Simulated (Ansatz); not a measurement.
GeC2N4 on the sites of β-Si3N4 (relaxed group Pm), relaxed with r2SCAN. It is monoclinic, Pm (No. 6); conventional cell a = 6.875 Å, b = 2.645 Å, c = 6.894 Å, β = 117.7°, 7.93 Å³ an atom. Ge is surrounded by 4 N at 1.73–1.86 Å; C is surrounded by 4 N at 1.40–1.54 Å; C is surrounded by 4 N at 1.49–1.56 Å; Ge is surrounded by 4 N at 1.76–1.82 Å; C is surrounded by 4 N at 1.46–1.59 Å; C is surrounded by 4 N at 1.40–1.59 Å; N is surrounded by 1 C at 1.46 Å and 2 Ge at 1.79–1.82 Å; N is surrounded by 3 C at 1.43–1.55 Å (further sites aren't listed).

```
Ge C N
1.0
     6.87409    0.00000   -0.13505
     0.00000    2.64532    0.00000
    -3.55428    0.00000    6.17717
Ge C N
2 4 8
Direct
  0.61958 0.50000 0.84814
  0.22244 0.50000 0.38951
  0.80936 0.00000 0.24990
  0.77368 0.00000 0.57680
  0.17439 0.50000 0.77617
  0.40801 0.00000 0.16286
  0.31715 0.50000 0.68017
  0.65098 0.00000 0.32261
  0.69125 0.50000 0.62946
  0.74271 0.00000 0.02833
  0.02573 0.00000 0.71807
  0.93910 0.50000 0.34020
  0.27399 0.00000 0.25876
  0.35165 0.50000 0.01902
```

4 runs of Ansatz 0.2.0 on this cell differ in the functional (and in the settings that go with it). Levels are in eV from each run's valence top; v1 is the last filled band, c1 the first empty one.

Run A, mean stress -4.3 GPa (compression positive):

| point | v5 | v3 | v1 | c1 | c2 | c3 |
| --- | --- | --- | --- | --- | --- | --- |
| Γ | -1.51 | -0.49 | 0.00 | 4.64 | 4.86 | 5.22 |
| Z | -2.50 | -1.97 | -1.57 | 4.92 | 5.28 | 6.76 |
| D | -2.23 | -1.82 | -1.10 | 4.83 | 5.83 | 6.34 |
| B | -1.97 | -0.54 | -0.07 | 4.86 | 5.02 | 5.31 |
| A | -1.89 | -0.69 | -0.08 | 4.73 | 5.07 | 5.24 |
| E | -2.37 | -1.89 | -1.14 | 4.89 | 5.93 | 6.52 |

Run B, mean stress 0.0 GPa (compression positive):

| point | v5 | v3 | v1 | c1 | c2 | c3 |
| --- | --- | --- | --- | --- | --- | --- |
| Γ | -1.43 | -0.44 | 0.00 | 2.77 | 2.96 | 3.29 |
| Z | -2.32 | -1.82 | -1.44 | 3.20 | 3.61 | 4.92 |
| D | -2.06 | -1.72 | -0.99 | 3.06 | 4.13 | 4.47 |
| B | -1.86 | -0.46 | -0.08 | 2.96 | 3.12 | 3.39 |
| A | -1.79 | -0.63 | -0.08 | 2.84 | 3.16 | 3.32 |
| E | -2.24 | -1.76 | -1.04 | 3.13 | 4.22 | 4.61 |

Run C, mean stress -4.2 GPa (compression positive):

| point | v5 | v3 | v1 | c1 | c2 | c3 |
| --- | --- | --- | --- | --- | --- | --- |
| Γ | -1.50 | -0.49 | 0.00 | 3.87 | 4.09 | 4.45 |
| Z | -2.49 | -1.96 | -1.56 | 4.15 | 4.51 | 5.98 |
| D | -2.22 | -1.82 | -1.10 | 4.07 | 5.06 | 5.58 |
| B | -1.96 | -0.54 | -0.07 | 4.09 | 4.25 | 4.54 |
| A | -1.89 | -0.68 | -0.08 | 3.96 | 4.30 | 4.46 |
| E | -2.36 | -1.88 | -1.14 | 4.12 | 5.15 | 5.74 |

Run D, mean stress +6.3 GPa (compression positive):

| point | v5 | v3 | v1 | c1 | c2 | c3 |
| --- | --- | --- | --- | --- | --- | --- |
| Γ | -1.41 | -0.42 | 0.00 | 2.40 | 2.59 | 2.91 |
| Z | -2.23 | -1.74 | -1.38 | 2.79 | 3.18 | 4.42 |
| D | -1.99 | -1.67 | -0.93 | 2.70 | 3.64 | 3.97 |
| B | -1.81 | -0.43 | -0.09 | 2.61 | 2.73 | 2.99 |
| A | -1.74 | -0.59 | -0.07 | 2.47 | 2.78 | 2.91 |
| E | -2.21 | -1.69 | -0.98 | 2.75 | 3.78 | 4.14 |

Q: Match the runs to PBE, r2SCAN, HSE06, PBE0.

A: A is PBE0, B is r2SCAN, C is HSE06, D is PBE. In order of the gap: PBE 2.40, r2SCAN 2.77, HSE06 3.87, PBE0 4.64 eV. The stress vanishes for r2SCAN, which relaxed the cell.

Simulation only: spin-unpolarised, and no claim that this is the phase found in nature.

The runs are scalar-relativistic, without spin-orbit coupling.

The stress of a hybrid is loosely converged in these runs.

The meshes of the hybrids are coarse, so their gaps aren't converged to the digits shown.
